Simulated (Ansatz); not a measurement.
The cell below belongs to a search over invented structures; it isn't taken from experiment.

Input and command of a plane-wave DFT calculation in Ansatz:

```yaml
crystal:
  lattice:
    - [3.0578158474, 1.7654308026, 2.5028098887]
    - [-3.0578158474, 1.7654308026, 2.5028098887]
    - [0.0, -3.5308616052, 2.5028098887]
  atoms:
    - { symbol: Mg, position: [0.5015583004, 0.9967231874, 0.5015583004] }
    - { symbol: Mg, position: [0.9967231874, 0.5015583004, 0.5015583004] }
    - { symbol: Mg, position: [0.5015583004, 0.5015583004, 0.9967231874] }
    - { symbol: Ti, position: [0.023480771, 0.023480771, 0.023480771] }
    - { symbol: "N", position: [0.9964211574, 0.4839119368, 0.9964211574] }
    - { symbol: "N", position: [0.4839119368, 0.9964211574, 0.9964211574] }
    - { symbol: "N", position: [0.9964211574, 0.9964211574, 0.4839119368] }
basis:
  ecutwfc: 500
kpoints:
  mp_grid: { grid: [6, 6, 6] }
  band_path:
    path:
      - [[0.0, 0.0, 0.0], [0.5, 0.5, 0.5], [0.5016265, 0.4983735, 0.5]]
      - [[0.5, -0.4983735, 0.4983735], [0.5, 0.0, 0.0], [0.0, 0.0, 0.0], [0.49918675, -0.49918675, 0.0]]
      - [[0.50081325, 0.0, 0.49918675], [0.5, 0.0, 0.5], [0.0, 0.0, 0.0]]
    npoints: 14
hamiltonian:
  xc: r2scan
scf:
  occupations: { method: gaussian, width: 0.1 }
  n_extra_bands: 17
output:
  forces: true
  stress: true
  eigenvalues: true
  populations: true
  dos: { projected: true, de: 0.02, nscf_kmesh: { grid: [8, 8, 8] } }
  bader: true
  write_density: true
  write_potential: true
  elf: true
  volumetric_format: npy
```

```bash
ansatz run input.yaml --threads 1 --pin off --max-ram 2560MiB --backend cpu --events-out ev --progress --plain --runs-dir out
```

Processor: Intel(R) Xeon(R) Processor @ 2.70GHz, 1 thread, on a host shared with other jobs.

Problem. How long does it run, and how much memory does it take?

Solution. About 3.1 min, peak memory 0.64 GiB. It solves 46 bands at 32 k points (after reduction by symmetry) with about 2103 plane waves, in 9 SCF iterations.
